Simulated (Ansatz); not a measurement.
Ge (diamond)

```
Ge
1.0
    0.00000     5.76221     5.76221
    2.88111     0.00000     2.88111
    2.88111     2.88111     0.00000
Ge
4
Cartesian
  2.88111   2.88111   2.88111
  2.88111   5.76221   5.76221
  4.32166   4.32166   4.32166
  4.32166   7.20277   7.20277
```

A phonon eigenvector at L = (0.5, 0.0, 0.0) is frozen into this cell: atom i moves by Q times the vector below, so Q is the largest atomic displacement, in Å. The cell is held. It is one choice among 2 degenerate patterns. (q is in reciprocal vectors of the primitive cell; the cell shown is doubled to hold the pattern.)

```json
[
 {"atom": "Ge1", "x": "0.285", "y": "-0.520", "z": "0.805"},
 {"atom": "Ge2", "x": "-0.285", "y": "0.520", "z": "-0.805"},
 {"atom": "Ge3", "x": "0.285", "y": "-0.520", "z": "0.805"},
 {"atom": "Ge4", "x": "-0.285", "y": "0.520", "z": "-0.805"}
]
```

All values below come from PBE (plane waves to 420 eV, PAW, scalar-relativistic; Ansatz, a quantum-chemistry and plane-wave program). k mesh 7×14×14 (Γ-centred), Fermi-Dirac smearing 0.05 eV. Energies are smeared free energies. With partly filled bands, energies and forces of such displacements shift with the k mesh and the smearing. Ge was relaxed with its symmetry unable to fall. The PAW data are Ansatz's earlier set. ΔE is measured from the undisplaced structure. The last digit holds for this mesh only.

```json
[
 {"Q (Å)": "-0.180", "ΔE (meV/cell)": "62.8"},
 {"Q (Å)": "-0.150", "ΔE (meV/cell)": "withheld"},
 {"Q (Å)": "-0.120", "ΔE (meV/cell)": "27.5"},
 {"Q (Å)": "-0.090", "ΔE (meV/cell)": "15.3"},
 {"Q (Å)": "-0.060", "ΔE (meV/cell)": "6.8"},
 {"Q (Å)": "-0.030", "ΔE (meV/cell)": "1.7"},
 {"Q (Å)": "0.000", "ΔE (meV/cell)": "0.0"},
 {"Q (Å)": "0.030", "ΔE (meV/cell)": "1.7"},
 {"Q (Å)": "0.060", "ΔE (meV/cell)": "6.8"},
 {"Q (Å)": "0.090", "ΔE (meV/cell)": "15.3"},
 {"Q (Å)": "0.120", "ΔE (meV/cell)": "27.5"},
 {"Q (Å)": "0.150", "ΔE (meV/cell)": "withheld"},
 {"Q (Å)": "0.180", "ΔE (meV/cell)": "62.8"}
]
```

Fit an even polynomial form (powers 2, 4) to the given rows and predict ΔE at Q = -0.150.

Least squares on the 11 given rows: ΔE = (1882)·Q² + (1752)·Q⁴, in meV/cell with Q in Å; root-mean-square residual 0.03 meV/cell. At -0.150 the fit gives 43.2 meV/cell; the calculation gives 43.3 meV/cell, so the interpolation is off by -0.1 (-0.2 %). The quadratic term alone would give 42.3 meV/cell.

(A displaced cell: forces are minus the slopes of the energy, force constants its curvatures, and phonons follow from these.)
